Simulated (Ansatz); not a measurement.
## Stress against strain in In$_{2}$Au

```xyz
3
Lattice="0.0000 3.2510 3.2510 3.2510 0.0000 3.2510 3.2510 3.2510 0.0000" Properties=species:S:1:pos:R:3 pbc="T T T"
In    1.6255    1.6255    1.6255
In    4.8765    4.8765    4.8765
Au    0.0000    0.0000    0.0000
```

Atoms are numbered in the order listed.

Conventional cell: a = 6.502 Å, b = 6.502 Å, c = 6.502 Å, α = 90.00°, β = 90.00°, γ = 90.00°. In (atom 1) is surrounded by 4 Au at 2.82 Å. Au (atom 3) is surrounded by 8 In at 2.82 Å.

The cell is COD entry 9009001, as deposited and not checked against the literature; nothing was relaxed.

No spin–orbit coupling, which matters for the heavy atoms here.

The calculation used Ansatz 0.2.0, DFT, LDA, all-electron LAPW, scalar-relativistic.

Sampling and basis: a Γ-centred 10×10×10 k mesh, Fermi–Dirac smearing of 0.05 eV, basis error target 0.5 meV/atom, no spin polarisation.

The strain is applied along the Cartesian axes of the cell as listed (the other components stay zero). Fractional coordinates are held (clamped ions).

σ is the change of stress from the unstrained cell, which is at -1.32 GPa; tension is positive, so slopes are stress–strain coefficients at that pressure. In a metal the k mesh adds noise.

Only quantities that a quadratic follows smoothly over the whole series are listed; rougher ones are left out.

```
εxx = εyy  σzz (GPa)  σxx (GPa)
  -0.0200      -2.72      -3.39
  -0.0100      -1.23      -1.58
   0.0000       0.00       0.00
   0.0200       2.07       2.58
```

Q: Fit the series and read off the stiffness at zero strain.

A: Least-squares fits y = p0 + p1 x + p2 x² to the rows give σzz (GPa): p1 = 119, p2 = -860; σxx (GPa): p1 = 149, p2 = -1000. So 2 C12 = 119 GPa and C11 + C12 = 149 GPa.

Q: One run, at εxx = εyy = 0.0100, is withheld. Predict its row.

A: The fits give 1.13, 1.39; the run gave 1.07, 1.38.
